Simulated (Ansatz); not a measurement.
The elements of this relaxed trial crystal are hidden behind letters.

```
lattice vectors (Å)
   3.2586    0.0000    0.0000
  -1.6293    2.8221    0.0000
   0.0000    0.0000    8.0670
fractional positions
X 0.0000 0.0000 0.0000
Z 0.3333 0.6667 0.6763
Z 0.6667 0.3333 0.3237
Q 0.6667 0.3333 0.8557
Q 0.0000 0.0000 0.5000
Q 0.3333 0.6667 0.1443
```

Computed with DFT PBE, scalar-relativistic, plane waves, PAW in Ansatz 0.2.0. Plane waves to 420 eV, a 12×12×6 mesh through Γ for the 6-atom cell and 0.10 eV Gaussian smearing; no spin polarisation.

- Space group: P-3m1 (No. 164)
- Conventional cell: a = 3.259 Å, c = 8.067 Å
- Volume per atom: 12.36 Å³
- Density: 7.57 g/cm³
- Formation energy: −1.06 eV/atom
- Gap on the 12×12×6 mesh of the 6-atom cell: 0 eV (the bands overlap slightly)

Energies are uncorrected and count from the elements' standard states at the same level.

Task: X is a d-block element of period 4, Z is a d-block element of period 5 and Q is a p-block element of period 2. Which elements are they?

Result: X = Zn, Z = Cd, Q = O, so the formula is ZnCd2O3. Density times volume gives a mean mass of 7.57 × 12.36/1.6605 = 56.3 u per atom, and this set has 56.4 u. Zn has 6 O at 2.21 Å; Cd is surrounded by 6 O at 2.36–2.37 Å; around O on a site of symmetry 3m lie 3 Zn at 2.21 Å and 3 Cd at 2.37 Å; 1 more site not described. Other sets within the hints have nearly the same mass, so mass alone doesn't settle it; this one was computed.

The zero gap may come from the functional, which often closes small gaps. Symmetry constrained the relaxation, so the result can be a saddle point.
